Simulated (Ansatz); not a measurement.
Y$_{2}$S$_{3}$ in space group P2_1/m (No. 11; Pearson symbol mP30), r²SCAN in the plane-wave PAW code Ansatz, all energies at zero smearing, with the estimated change up to a 700 eV cutoff added, with one set of potentials and settings (totals compare only within such a set). Cell of 30 atoms (12 Y, 18 S): -62693.660 eV.

| element | reference phase | E (eV/atom) |
|---|---|---|
| Y | P6_3/mmc, 2 atoms in the cell | -3859.7073 |
| S | P2/c, 32 atoms in the cell | -905.8156 |

Formation energy per atom, worked out: (-62693.660 − 12×(-3859.7073) − 18×(-905.8156))/30 = -2.416 eV/atom (-233 kJ per mol of atoms), at 0 K, without zero-point energy or fitted corrections.

The workflow started from a Materials Project entry (that database holds measured and hypothetical structures alike); the Crystallography Open Database files this formula in space group No. 11, but the cells were not matched. Whether it is the stable phase at ambient conditions was not checked. The cell was relaxed with r²SCAN under the symmetry of its start; whether a distortion lowers the energy is not shown. The run is not spin-polarised. The references are the lowest solids computed at this level, not always the standard phases.

Potentials: the later of the program's two PAW sets.
